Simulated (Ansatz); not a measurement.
Starting cell, TiAl (CuAu type, space group P4/mmm):

```yaml
crystal:
  lattice:
    - [5.64852, 0.00000, 0.00000]
    - [0.00000, 2.82426, 0.00000]
    - [0.00000, 0.00000, 4.07079]
  atoms:
    - { symbol: Al, position: [0.25000, 0.50000, 0.50000] }
    - { symbol: Al, position: [0.75000, 0.50000, 0.50000] }
    - { symbol: Ti, position: [0.00000, 0.00000, 0.00000] }
    - { symbol: Ti, position: [0.50000, 0.00000, 0.00000] }
```

In this cell atom 2 (Al, nearest neighbour Al at 2.824 Å; its periodic images, 2.8 Å or more away, move with it) is moved by s along Cartesian z, unit vector (0.000, 0.000, 1.000); all other atoms and the cell stay fixed.

Method: PBE (plane waves to 420 eV, PAW, scalar-relativistic; Ansatz, a first-principles code). k mesh 7×13×9 (Γ-centred), Fermi-Dirac smearing 0.05 eV. Stress and pressure are positive under compression. With partly filled bands, energies and forces of such displacements shift with the k mesh and the smearing. F∥ is the force on the atom along that direction. TiAl is run without spin polarisation. TiAl was relaxed with its symmetry unable to fall. 

```json
[
 {"s (Å)": "-0.560", "F∥ (eV/Å)": "4.090", "P (GPa)": "[?]"},
 {"s (Å)": "-0.448", "F∥ (eV/Å)": "3.244", "P (GPa)": "[?]"},
 {"s (Å)": "-0.336", "F∥ (eV/Å)": "2.403", "P (GPa)": "2.6"},
 {"s (Å)": "-0.224", "F∥ (eV/Å)": "1.582", "P (GPa)": "1.2"},
 {"s (Å)": "-0.112", "F∥ (eV/Å)": "0.784", "P (GPa)": "0.3"},
 {"s (Å)": "0.000", "F∥ (eV/Å)": "0.000", "P (GPa)": "0.0"},
 {"s (Å)": "0.112", "F∥ (eV/Å)": "-0.784", "P (GPa)": "0.3"},
 {"s (Å)": "0.224", "F∥ (eV/Å)": "-1.582", "P (GPa)": "1.2"},
 {"s (Å)": "0.336", "F∥ (eV/Å)": "-2.403", "P (GPa)": "2.6"},
 {"s (Å)": "0.448", "F∥ (eV/Å)": "-3.244", "P (GPa)": "[?]"},
 {"s (Å)": "0.560", "F∥ (eV/Å)": "-4.090", "P (GPa)": "[?]"}
]
```

Problem. Complete the blanks.

Solution. 
- -0.560, P (GPa): 7.2
- -0.448, P (GPa): 4.6
- 0.448, P (GPa): 4.6
- 0.560, P (GPa): 7.2

(For displaced atoms, the force is minus the slope of the energy, and its curvature is a force constant, which sets phonon frequencies.)
